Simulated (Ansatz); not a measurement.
Consider the following.

Ge:
```cif
data_Ge16
_chemical_formula_sum 'Ge16'
_space_group_name_H-M_alt 'Fd-3m :1'
_space_group_IT_number 227
_space_group_name_Hall 'F 4d 2 3 -1d'
_cell_length_a 7.49712
_cell_length_b 7.49712
_cell_length_c 7.49712
_cell_angle_alpha 90.000
_cell_angle_beta 90.000
_cell_angle_gamma 90.000
loop_
_atom_site_label
_atom_site_type_symbol
_atom_site_symmetry_multiplicity
_atom_site_Wyckoff_symbol
_atom_site_fract_x
_atom_site_fract_y
_atom_site_fract_z
_atom_site_occupancy
Ge1 Ge 16 d 0.62500 0.62500 0.62500 1
```
(The calculation used a cell of 4 atoms; values per cell refer to that cell.)

This is the r²SCAN-relaxed structure.

**Question.** All from DFT-r²SCAN in the program Ansatz with PAW potentials, unless another level is named. Estimate the electronic character.

**Answer.** metallic (no gap).

**Question.** Predict the density of states at the Fermi level.

**Answer.** 0.45 states/eV per atom (mean over ±0.08 eV).

**Question.** Give the gap with spin–orbit coupling.

**Answer.** none (metallic).

The workflow started from an entry of the Crystallography Open Database (COD). Its sites differ from those of the usual phase in this space group: another stacking or structure type. Symmetry was held in the r²SCAN relaxation; of distortions, only those at the zone centre were tested, and some modes there are weakly imaginary. The volume moved by 134 % from the start of the relaxation. Spin–orbit coupling is left out wherever it is not named.

Potentials: the later of the program's two PAW sets.
